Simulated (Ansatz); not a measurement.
Computed properties of Sb2W

Sb2W:
Space group Cmc2₁ (No. 36); a = 3.443 Å, b = 12.849 Å, c = 5.930 Å, α = 90.00°, β = 90.00°, γ = 90.00°

```json
[
 {"atom": "W", "site": "4a", "symmetry": "m..", "x": "0.0000", "y": "0.0987", "z": "0.4990"},
 {"atom": "Sb", "site": "4a", "symmetry": "m..", "x": "0.0000", "y": "0.4393", "z": "0.3605"},
 {"atom": "Sb", "site": "4a", "symmetry": "m..", "x": "0.0000", "y": "0.7077", "z": "0.2154"}
]
```
(The calculation used a cell of 6 atoms; values per cell refer to that cell.)

Space group Cmc2_1 (No. 36); conventional cell a = 3.4425 Å, b = 12.8493 Å, c = 5.9296 Å, α = β = γ = 90.00°.

Method: DFT-r²SCAN in the program Ansatz with PAW potentials. Geometry: relaxed at this level of theory. Other levels are named where they apply.

### Cell and energy

- Volume per atom: 21.86 Å³
- Density: 10.82 g/cm³
- Formation energy from the elements (no fitted shifts): 0.37 eV/atom

### Electronic structure

* **Electronic character**: metallic (no gap)
* **Density of states at the Fermi level**: 0.14 states/eV per atom (mean over ±0.08 eV)

### Charges

- Bader charges: W +0.33, Sb -0.20 to -0.13 e

The start of the workflow was typed in or built on a structure type; neither database checked (COD, Materials Project) lists it. Whether it is the stable phase at ambient conditions was not checked. The cell was relaxed with r²SCAN under the symmetry of its start; its stability against distortions is not shown here. The run is not spin-polarised. The volume moved by -19 % from the start of the relaxation. Its formation energy is positive at this level, so the cell may be metastable or incomplete. The references are the lowest solids computed at this level, not always the standard phases. Spin–orbit coupling is left out wherever it is not named.

Potentials: the later of the program's two PAW sets.
